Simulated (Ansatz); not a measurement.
**Question.** InP (NiAs type, P6_3/mmc) is relaxed with the program Ansatz at the PBE level (PAW). What lattice parameters of the conventional cell result?

**Answer.** a = 3.884 Å, c = 6.614 Å.

**Question.** Is it a metal or does it have a gap at this level?

**Answer.** No gap at this level.

The start of the workflow was typed in or built on a structure type; neither database checked (COD, Materials Project) lists it. It is not the phase usual at ambient conditions (space group No. 216). The cell was relaxed with PBE under the symmetry of its start; whether a distortion lowers the energy is not shown. Spin–orbit coupling is left out wherever it is not named.

Potentials: the later of the program's two PAW sets.
